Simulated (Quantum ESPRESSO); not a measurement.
# Moving one atom in Al3MgN3O

These are calculations, not measurements. They come from pw.x of Quantum ESPRESSO 7.5, a plane-wave density functional program, with PseudoDojo standard norm-conserving files (v0.5 for PBE, v0.4.1 for LDA and PBEsol). The cells are made up: elements, strain and atom displacements were drawn at random, and nothing was relaxed. There is no spin polarisation, spin-orbit coupling or dispersion term.

The cell has 8 sites of a rocksalt lattice. Sites 1 to 4 hold Al Al Mg Al; sites 5 to 8 hold N N O N. Cell vectors in Å: (4.125, 0.018, -0.010); (0.018, 4.066, -0.034); (-0.010, -0.034, 4.171). Settings: PBE, cutoff 1143 eV, 4 x 4 x 4 k mesh shifted by half a step, Fermi-Dirac smearing of 0.025 eV.

Each run shifts the N atom on site 8 along x and leaves all else fixed. Site 4 is one of its nearest neighbours. E is the free energy of the cell above the lowest run shown. The last column is band 21 less band 20 at Gamma, from a band step after each run.

| run | shift (Å) | Fx on site 8 (eV/Å) | Fx on site 4 (eV/Å) | P (GPa) | E (meV) | level step at Gamma (eV) |
| --- | --- | --- | --- | --- | --- | --- |
| 1 | -0.1620 | 2.010 | -0.693 | 5.07 | 129.1 | 2.564 |
| 2 | -0.0758 | 0.686 | -0.361 | 4.27 | 14.5 | 2.525 |
| 3 | -0.0530 | 0.366 | -0.302 | 4.18 | 2.5 | 2.521 |
| 4 | -0.0080 | -0.254 | -0.197 | 4.12 | 0.0 | 2.521 |
| 5 | 0.0216 | -0.664 | -0.125 | 4.19 | 13.5 | 2.527 |
| 7 | 0.1430 | -2.566 | 0.371 | 5.29 | 204.5 | 2.599 |
| 6 | 0.0461 | ? | ? | ? | ? | ? |

A rerun of one of these cells at 1437 eV and k mesh 6 x 6 x 6 moved values by no more than 0.004 eV in the cell's energy, 0.02 GPa in stress and 0.010 eV/Å in force.

## Worked fit

A parabola through the six runs shown gives Fx on site 8 = -0.390 - 14.91 u - 1.4 u² eV/Å, with u in Å and a scatter of 0.047 eV/Å. Minus the slope, 14.91 ± 1.11 eV/Å², is this atom's force constant along x at u = 0, with its periodic images moving too. The fitted force vanishes at u = -0.026 Å, where the energy should be lowest along this line. The error is the larger of the fit's own and the change that a cubic makes, rounded up.

## Withheld run

Question: what Fx on site 8 should run 6 give?

The fit gives -1.080 eV/Å. The calculation gave -1.013 eV/Å.

```
run  shift (Å)  Fx on site 8 (eV/Å)  Fx on site 4 (eV/Å)  P (GPa)  E (meV)  level step at Gamma (eV)
  6     0.0461               -1.013               -0.058     4.30     34.0                     2.536
```